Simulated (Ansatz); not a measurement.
Input and command of a plane-wave DFT calculation in Ansatz:

```yaml
crystal:
  lattice:
    - [4.7597362629, 0.0, 0.0]
    - [0.0, 8.5162217912, 0.0]
    - [1.2004318421, 4.2581108956, 2.067051611]
  atoms:
    - { symbol: Ti, position: [0.5, 0.75, 0.0] }
    - { symbol: Ti, position: [0.0, 0.5, 0.0] }
    - { symbol: Si, position: [0.8253399436, 0.4126699718, 0.6746600564] }
    - { symbol: Si, position: [0.1746600564, 0.0873300282, 0.3253399436] }
    - { symbol: Si, position: [0.6746600564, 0.8373300282, 0.3253399436] }
    - { symbol: Si, position: [0.3253399436, 0.1626699718, 0.6746600564] }
basis:
  ecutwfc: 500
kpoints:
  mp_grid: { grid: [7, 4, 16] }
hamiltonian:
  xc: r2scan
scf:
  occupations: { method: gaussian, width: 0.1 }
output:
  forces: true
  stress: true
  eigenvalues: true
```

```bash
ansatz run input.yaml --threads 4 --pin off --max-ram 10240MiB --backend cpu --events-out ev --progress --plain --runs-dir out
```

Processor: Intel(R) Xeon(R) Platinum 8488C (Sapphire Rapids), 4 threads, on a host shared with other jobs.

**Question.** Estimate time, memory and problem size.

**Answer.** About 12 s on 4 threads of Intel(R) Xeon(R) Platinum 8488C (Sapphire Rapids), with other jobs on the host, peak memory 1 GiB. It solves 26 bands at 143 k points (the mesh reduced by the symmetry that the task leaves, which can be less than the crystal's) with about 2129 plane waves, in 6 SCF iterations.
